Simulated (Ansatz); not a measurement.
NiO (rock salt)

```xyz
2
Lattice="0.0000 2.1079 2.1079 2.1079 0.0000 2.1079 2.1079 2.1079 0.0000" Properties=species:S:1:pos:R:3 pbc="T T T"
O      0.0000     0.0000     0.0000
Ni     2.1079     2.1079     2.1079
```

In this cell atom 1 (O, nearest neighbour Ni at 2.108 Å; its periodic images, 3.0 Å or more away, move with it) is moved by u·(0.707, 0.707, 0.000) + v·(0.000, 0.000, 1.000); the rest is frozen.

Method: PBE (plane waves to 420 eV, PAW, scalar-relativistic; Ansatz, an electronic-structure program). k mesh 15×15×15 (Γ-centred), Fermi-Dirac smearing 0.05 eV. The magnetisation changes by over a third across the map, so nothing is fitted. With partly filled bands, energies and forces of such displacements shift with the k mesh and the smearing. Fu and Fv are the components of the force on the atom. NiO is run spin-polarised and with no Hubbard U; the real compound is an antiferromagnetic insulator, a state that this run doesn't describe. NiO was relaxed with its symmetry unable to fall. Relaxed NiO ends ferromagnetic. Other magnetic orders were not checked, so this need not be the ground state. 

```csv
Fu (eV/Å),u = -0.530,u = -0.353,u = -0.177,u = 0.000,u = 0.177,u = 0.353,u = 0.530
v = -0.530,-0.66,-1.33,-1.00,0.00,1.00,1.33,0.66
v = -0.353,0.77,?,-0.05,0.00,0.05,?,-0.77
v = -0.177,1.97,1.31,0.25,0.00,-0.25,-1.31,-1.97
v = 0.000,?,1.46,0.30,0.00,-0.30,-1.46,?
v = 0.177,1.97,1.31,0.25,0.00,-0.25,-1.31,-1.97
v = 0.353,0.77,?,-0.05,0.00,0.05,?,-0.77
v = 0.530,-0.66,-1.33,-1.00,0.00,1.00,1.33,0.66
```

Problem. Some entries are withheld; supply them.

Solution. 
- v = -0.353, u = -0.353: 0.64
- v = -0.353, u = 0.353: -0.64
- v = 0.000, u = -0.530: 2.32
- v = 0.000, u = 0.530: -2.32
- v = 0.353, u = -0.353: 0.64
- v = 0.353, u = 0.353: -0.64

(A displaced cell: forces are minus the slopes of the energy, force constants its curvatures, and phonons follow from these.)
